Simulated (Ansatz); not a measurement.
Relaxation of a randomly generated symmetric cell of SiS2 (space group No. 109); 6 atoms in the cell, which starts as I4₁md (No. 109), tI12; a = b = 5.4834 Å, c = 6.5912 Å, α = β = γ = 90.00°. Computed with r2SCAN (plane waves to 500 eV, PAW, scalar-relativistic; Ansatz, a first-principles code). Γ-centred k-mesh 6×6×6 on the run's cell (coarser than for final values), Fermi–Dirac smearing 0.05 eV. This is the first round of the run. 

The optimiser's lines from the output (shortened; P is positive under compression):

```
relax step   1: F+E_penalty+E_count = -4878.23356852 eV  Δ(F+E_penalty+E_count) = +0.000e0 eV  max|allowed force component| = 1.729e1 eV/Å  Δτ_max = 0.0000 Å  P = +127.031 GPa  Ω = 99.091 Å³  (7 SCF iters, dr2 threshold 1.00e-7 eV, accepted)
relax step   2: F+E_penalty+E_count = -4888.75142489 eV  Δ(F+E_penalty+E_count) = -1.052e1 eV  max|allowed force component| = 7.070e0 eV/Å  Δτ_max = 0.0647 Å  P = +72.228 GPa  Ω = 112.341 Å³  (7 SCF iters, dr2 threshold 6.00e-7 eV, accepted)
relax step   3: F+E_penalty+E_count = -4894.25234849 eV  Δ(F+E_penalty+E_count) = -5.501e0 eV  max|allowed force component| = 2.803e0 eV/Å  Δτ_max = 0.0338 Å  P = +41.483 GPa  Ω = 126.169 Å³  (8 SCF iters, dr2 threshold 6.00e-7 eV, accepted)
relax step   4: F+E_penalty+E_count = -4897.42296783 eV  Δ(F+E_penalty+E_count) = -3.171e0 eV  max|allowed force component| = 7.285e-1 eV/Å  Δτ_max = 0.0102 Å  P = +22.796 GPa  Ω = 141.299 Å³  (8 SCF iters, dr2 threshold 6.00e-7 eV, accepted)
relax step   5: F+E_penalty+E_count = -4899.45257533 eV  Δ(F+E_penalty+E_count) = -2.030e0 eV  max|allowed force component| = 1.050e0 eV/Å  Δτ_max = 0.0364 Å  P = +11.224 GPa  Ω = 159.734 Å³  (7 SCF iters, dr2 threshold 6.00e-7 eV, accepted)
relax step   6: F+E_penalty+E_count = -4900.75690755 eV  Δ(F+E_penalty+E_count) = -1.304e0 eV  max|allowed force component| = 1.234e0 eV/Å  Δτ_max = 0.0758 Å  P = +5.846 GPa  Ω = 176.948 Å³  (6 SCF iters, dr2 threshold 6.00e-7 eV, accepted)
relax step   7: F+E_penalty+E_count = -4901.55128901 eV  Δ(F+E_penalty+E_count) = -7.944e-1 eV  max|allowed force component| = 8.851e-1 eV/Å  Δτ_max = 0.0872 Å  P = +3.040 GPa  Ω = 192.691 Å³  (7 SCF iters, dr2 threshold 6.00e-7 eV, accepted)
relax step   8: F+E_penalty+E_count = -4901.82800557 eV  Δ(F+E_penalty+E_count) = -2.767e-1 eV  max|allowed force component| = 5.330e-1 eV/Å  Δτ_max = 0.0542 Å  P = +1.153 GPa  Ω = 204.335 Å³  (7 SCF iters, dr2 threshold 6.00e-7 eV, accepted)
relax step   9: F+E_penalty+E_count = -4901.91681505 eV  Δ(F+E_penalty+E_count) = -8.881e-2 eV  max|allowed force component| = 6.002e-1 eV/Å  Δτ_max = 0.0133 Å  P = +0.724 GPa  Ω = 207.708 Å³  (6 SCF iters, dr2 threshold 6.00e-7 eV, accepted)
relax step  10: F+E_penalty+E_count = -4901.98714637 eV  Δ(F+E_penalty+E_count) = -7.033e-2 eV  max|allowed force component| = 3.660e-1 eV/Å  Δτ_max = 0.0178 Å  P = +0.165 GPa  Ω = 212.007 Å³  (6 SCF iters, dr2 threshold 6.00e-7 eV, accepted)
relax step  11: F+E_penalty+E_count = -4902.00756054 eV  Δ(F+E_penalty+E_count) = -2.041e-2 eV  max|allowed force component| = 1.730e-2 eV/Å  Δτ_max = 0.0140 Å  P = +0.164 GPa  Ω = 212.087 Å³  (5 SCF iters, dr2 threshold 6.00e-7 eV, accepted)
relax step  12: F+E_penalty+E_count = -4902.00767893 eV  Δ(F+E_penalty+E_count) = -1.184e-4 eV  max|allowed force component| = 1.567e-2 eV/Å  Δτ_max = 0.0011 Å  P = -0.137 GPa  Ω = 213.393 Å³  (6 SCF iters, dr2 threshold 7.06e-8 eV, accepted)
relax step  13: F+E_penalty+E_count = -4902.00798359 eV  Δ(F+E_penalty+E_count) = -3.047e-4 eV  max|allowed force component| = 9.796e-4 eV/Å  Δτ_max = 0.0009 Å  P = -0.001 GPa  Ω = 212.903 Å³  (5 SCF iters, dr2 threshold 5.94e-8 eV, accepted)
relax step  14: F+E_penalty+E_count = -4902.11792466 eV  Δ(F+E_penalty+E_count) = -1.099e-1 eV  max|allowed force component| = 6.314e-3 eV/Å  Δτ_max = 0.0000 Å  P = +0.468 GPa  Ω = 212.903 Å³  stress off target by 7.58e-1 GPa  SCF on the basis re-selected at this cell (its energy is not comparable with the rows above)  (7 SCF iters)
relax step  15: F+E_penalty+E_count = -4902.12596668 eV  Δ(F+E_penalty+E_count) = -8.042e-3 eV  max|allowed force component| = 1.470e-3 eV/Å  Δτ_max = 0.0061 Å  P = +0.052 GPa  Ω = 215.535 Å³  (6 SCF iters, dr2 threshold 6.00e-7 eV, accepted)
relax step  16: F+E_penalty+E_count = -4902.12636752 eV  Δ(F+E_penalty+E_count) = -4.008e-4 eV  max|allowed force component| = 1.649e-3 eV/Å  Δτ_max = 0.0017 Å  P = -0.000 GPa  Ω = 216.016 Å³  (5 SCF iters, dr2 threshold 5.16e-8 eV, accepted)
relax step  17: F+E_penalty+E_count = -4902.12655048 eV  Δ(F+E_penalty+E_count) = -1.830e-4 eV  max|allowed force component| = 1.778e-3 eV/Å  Δτ_max = 0.0000 Å  P = -0.000 GPa  Ω = 216.016 Å³  stress off target by 1.74e-3 GPa  SCF on the basis re-selected at this cell (its energy is not comparable with the rows above)  (6 SCF iters)
```

From the first to the last row the energy changes by -3.98 eV/atom and the volume by +118.0 %. The last row is marked as not comparable with the walk above it, whose basis was carried along; it does compare with step 1, since both stand on a basis selected at the nominal cutoff for their own cell.

Energy and pressure jump between steps 13 and 14 at one geometry, where the plane-wave basis was selected anew. While the cell walks, the set of plane waves is carried along, so its effective cutoff drifts with the strain; re-selecting it at 500 eV moved the energy by -0.018 eV/atom and the pressure by 0.5 GPa. Only step 1 and rows on a re-selected basis compare with each other.

Later rounds, restarted from the end of this one on a renewed k-mesh, logged 4 more steps and released under 0.01 eV/atom more. The final structure after all rounds: I4₁md (No. 109), tI12; a = 6.817 Å, b = 6.817 Å, c = 9.298 Å, α = 90.00°, β = 90.00°, γ = 90.00°. Between re-selections the logged energies stand on a plane-wave basis carried along with the cell. No spin polarisation in the result.

The run could not lose the symmetry of its start, so the end can be a saddle point.

The relaxed structure here is a generated cell of SiS2: the first start was made by a random draw of sites in a space group, and the end was not matched to a known phase here, so it may be hypothetical.
